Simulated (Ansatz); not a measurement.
MnSe under pressure

Method: DFT LDA, scalar-relativistic, plane waves, PAW in Ansatz 0.2.0. Settings: 420 eV plane-wave cutoff, Γ-centred 14×14×14 mesh, Gaussian smearing of 0.20 eV. Collinear spin, site moments 3.8, 0.1 μB. Phonons by linear response, acoustic sum rule imposed.

Relaxed structure:
```
Mn Se
1.0
     0.00000    2.81065    2.81065
     2.81065    0.00000    2.81065
     2.81065    2.81065    0.00000
Mn Se
1 1
Direct
  0.00000 0.00000 0.00000
  0.75000 0.75000 0.75000
```

In a metal, frequencies and elastic constants depend on the k mesh and the smearing, soft modes and shear constants most. A semilocal functional can close a gap that the real compound has.

**Question.** The cell is relaxed again at 3 and 10 GPa. How do volume, gap and optical modes at Γ (cm⁻¹, counted from the lowest optical one; a degenerate one stands once) change?

**Answer.**
|  | 0 GPa | 3 GPa | 10 GPa |
| --- | --- | --- | --- |
| V/V0 | 1.000 | 0.923 | 0.732 |
| gap (eV) | 0.00 | 0.00 | 0.00 |
| mode 1 | 236 | 260 | 376 |

This zinc-blende form isn't the usual stable structure of the compound at low pressure.